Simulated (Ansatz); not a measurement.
The start is a relaxed PtSe2 cell with one Se and one Pt atom exchanged in a cell of 6 atoms. A full variable-cell relaxation at zero pressure is run with PBEsol (plane waves to 420 eV, PAW, scalar-relativistic; Ansatz, an electronic-structure program). The first steps use a coarse 7×7×5 k-mesh.

Initial structure:
```yaml
crystal:
  lattice:
    - [7.52191, 0.00000, 0.00000]
    - [-1.88048, 3.25708, 0.00000]
    - [0.00000, 0.00000, 4.86107]
  atoms:
    - { symbol: Pt, position: [0.00000, 0.00000, 0.00000] }
    - { symbol: Se, position: [0.50000, 0.00000, 0.00000] }
    - { symbol: Se, position: [0.33333, 0.33333, 0.26072] }
    - { symbol: Pt, position: [0.83333, 0.33333, 0.26072] }
    - { symbol: Se, position: [0.16667, 0.66667, 0.73928] }
    - { symbol: Se, position: [0.66667, 0.66667, 0.73928] }
```

Initial pressure: +5 GPa (positive: the cell is compressed)
Largest initial force: about 3.1 eV/Å, on Se6 (atoms numbered as listed)
Energy released: 0.39 eV/atom
Volume change: -2.4 %, from 19.85 to 19.38 Å³/atom
Relative to the parent: It does not go back: it is caught in P2₁/m (No. 11), 0.19 eV/atom above the parent
Shortest distances (start → end): The closest pairs of elements (up to four, under 3.6 Å), start → end: Pt–Se 2.51 → 2.44 Å; Se–Se 2.51 → 2.61 Å; Pt–Pt 2.51 → 2.73 Å
Band gap at the end: no gap (metallic)
Optimiser moves: 10

Relaxed structure:

```cif
data_Pt2Se4
_chemical_formula_sum 'Pt2 Se4'
_space_group_name_H-M_alt 'P21/m'
_space_group_IT_number 11
_space_group_name_Hall '-P 2yb'
_cell_length_a 4.55749
_cell_length_b 3.83402
_cell_length_c 6.65426
_cell_angle_alpha 90.000
_cell_angle_beta 90.391
_cell_angle_gamma 90.000
loop_
_space_group_symop_operation_xyz
  'x, y, z'
  '-x, -y, -z'
  '-x, y+1/2, -z'
  'x, -y+1/2, z'
loop_
_atom_site_label
_atom_site_type_symbol
_atom_site_symmetry_multiplicity
_atom_site_Wyckoff_symbol
_atom_site_fract_x
_atom_site_fract_y
_atom_site_fract_z
_atom_site_occupancy
Pt1 Pt 2 e 0.32764 0.25000 0.41240 1
Se1 Se 2 e 0.62531 0.25000 0.10229 1
Se2 Se 2 e 0.00047 0.75000 0.29919 1
```

Final values are on a 10×12×7 k-mesh of the relaxed cell. No spin polarisation in the result.

The run could not lose the symmetry of its start, so the end can be a saddle point.

The relaxed structure here is a generated cell of PtSe2: the first start was made by placing the elements on the sites of a structure type, and the end was not matched to a known phase here, so it may be hypothetical. Known forms of PtSe2 include space group No. 164.
